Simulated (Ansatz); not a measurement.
Given:

P (black-P type, space group Cmce)

```cif
data_P4
_chemical_formula_sum 'P4'
_space_group_name_H-M_alt 'P 1'
_space_group_IT_number 1
_cell_length_a 5.59456
_cell_length_b 5.59456
_cell_length_c 4.46666
_cell_angle_alpha 90.000
_cell_angle_beta 90.000
_cell_angle_gamma 145.670
loop_
_space_group_symop_operation_xyz
  'x, y, z'
loop_
_atom_site_label
_atom_site_type_symbol
_atom_site_fract_x
_atom_site_fract_y
_atom_site_fract_z
_atom_site_occupancy
P1 P 0.40092 0.59908 0.58510 1
P2 P 0.59908 0.40092 0.41490 1
P3 P 0.90092 0.09908 0.91490 1
P4 P 0.09908 0.90092 0.08510 1
```

The volume is varied about the relaxed value V₀ at fixed cell shape. The atoms relax within the cell's symmetry.

The numbers are results of r2SCAN+rVV10 (plane waves to 500 eV, PAW, scalar-relativistic; Ansatz, a program for electronic structure), not measurements. k mesh 10×10×8 (Γ-centred), Fermi-Dirac smearing 0.05 eV. The energy includes the smearing's −TS. Stress and pressure are positive under compression. With the shape held, the modulus is that of even scaling; a crystal free to change shape is softer. P was relaxed with its symmetry unable to fall. The zero of ΔE is the relaxed starting cell.

The scan covers V/V₀ from 0.940 to 1.060 in 9 points.

Q: What pressure does the cell carry at V/V₀ = 0.940?

A: 3.1 GPa.

Q: What is ΔE at V/V₀ = 0.940?

A: 11 meV/atom.

(A scan under strain: stresses follow from slopes of the energy per volume, elastic moduli from its curvatures.)
